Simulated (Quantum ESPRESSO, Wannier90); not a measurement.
# Cd2Hg (I4/mmm), plane waves to Wannier functions

```
begin unit_cell_cart
ang
    4.0180500000    0.0000000000    0.0000000000
    0.0000000000    4.0180500000    0.0000000000
   -2.0090250000   -2.0090250000    4.2908700000
end unit_cell_cart
begin atoms_frac
Cd   0.3342100000  0.3342100000 -0.3315800000
Cd  -0.3342100000 -0.3342100000  0.3315800000
Hg   0.0000000000  0.0000000000  0.0000000000
end atoms_frac
```

Cell from Materials Project (mp-11299), symmetrised, no further relaxation. Not found in the COD (Crystallography Open Database) copy used; not checked further. Method: PBEsol plane waves in Quantum ESPRESSO 7.5 (PseudoDojo norm-conserving files, 82 Ry, no spin polarisation, no spin-orbit coupling), Bloch states on a 4×4×4 mesh through Γ, Wannier90 4.0.1. Density: 12×12×12 mesh, cold smearing 0.01 Ry. Spin-orbit coupling is left out although heavy elements are present.

A tight-binding model is made by disentanglement and projection with no localisation steps (num_iter = 0), so the 27 orbitals stay atom-like: hydrogen-like Cd: s;p;d; Hg: s;p;d, axes along x, y, z; frozen window up to 1.50 eV relative to the Fermi level. It follows pw.x to 18 meV rms for states up to 1.0 eV relative to the Fermi level. Matrix elements depend on this choice of orbitals and windows.

The 20 largest hoppings ⟨m,0|H|n,R⟩ between different sites (one of each Hermitian pair; signs follow the real orbitals' lobes; the list may end inside a set of equal values):

```csv
m,n,R,distance of the centres (Å),t (eV)
Cd1 pz,Cd2 pz,1 1 0,2.85,3.042
Cd2 pz,Hg3 pz,0 0 1,2.86,3.012
Hg3 pz,Cd1 pz,0 0 1,2.86,3.012
Cd1 s,Cd2 pz,1 1 0,2.85,1.895
Cd1 pz,Cd2 s,1 1 0,2.85,-1.895
Cd2 pz,Hg3 s,0 0 1,2.86,-1.874
Hg3 s,Cd1 pz,0 0 1,2.86,1.874
Cd2 s,Hg3 pz,0 0 1,2.87,1.846
Hg3 pz,Cd1 s,0 0 1,2.87,-1.846
Hg3 py,Cd1 px,0 0 0,3.18,1.158
Cd1 px,Hg3 py,1 1 0,3.18,1.158
Hg3 px,Cd2 py,0 0 0,3.18,1.158
Hg3 px,Cd2 py,1 1 0,3.18,1.158
Hg3 py,Cd2 px,0 1 0,3.18,-1.158
Hg3 py,Cd2 px,1 0 0,3.18,-1.158
Cd1 py,Hg3 px,0 1 0,3.18,-1.158
Cd1 py,Hg3 px,1 0 0,3.18,-1.158
Hg3 py,Cd2 px,0 0 0,3.18,1.158
Hg3 py,Cd2 px,1 1 0,3.18,1.158
Cd1 px,Hg3 py,0 1 0,3.18,-1.158
```
